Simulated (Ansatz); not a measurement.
**Os: energy along a strain**

Os, Fm-3m, a = 3.890 Å (as given, not relaxed at this level: -16.9 GPa). This isn't the element's structure at ambient conditions. Ansatz: r2SCAN, PAW, 500 eV, Γ-centred 20×20×20 mesh on 1 atom, Gaussian smearing 0.15 eV; no spin polarisation. Cell vectors (Å): 0.000 1.945 1.945; 1.945 0.000 1.945; 1.945 1.945 0.000. The cell is strained by x per cent times the pattern (1 0 0 0 0 0) in the order xx yy zz yz xz xy (engineering shears), with fractional coordinates held. y is the free energy over the start, V0 = 14.716 Å³/atom. Points with a strain past 8.5 % were computed too (3) and aren't used here.

```
x (%) y (meV/atom)
-7.50         53.48
-5.00         -7.46
-2.50        -22.68
 0.00          0.00
 2.50             ?
 5.00        132.69
 7.50        235.96
```

Question: Fit y = c1 x + c2 x² + c3 x³ to the other rows, get the stiffness along the pattern, and predict the missing energy.

Answer: Least squares on the rows shown. y = 15.596 x + 2.5610 x² − 0.061138 x³. The clamped-ion stiffness p·C·p = 2 × 25.61 eV × 160.2 / 14.716 Å³ = 558 GPa, which is C11 in these axes (second derivative at the start, which stands under stress). With a term in x⁴ added, the coefficient of x² becomes 2.447, 4 % less, which shows how far this figure hangs on the form. At x = 2.50 the fit asked for gives 54.04 meV/atom. The run gave 52.97 meV/atom, so the fit is 1.07 meV/atom too high, within twice the rms miss on the fitted rows (1.04 meV/atom).

Spin–orbit coupling is left out, which can shift energies with elements as heavy as these.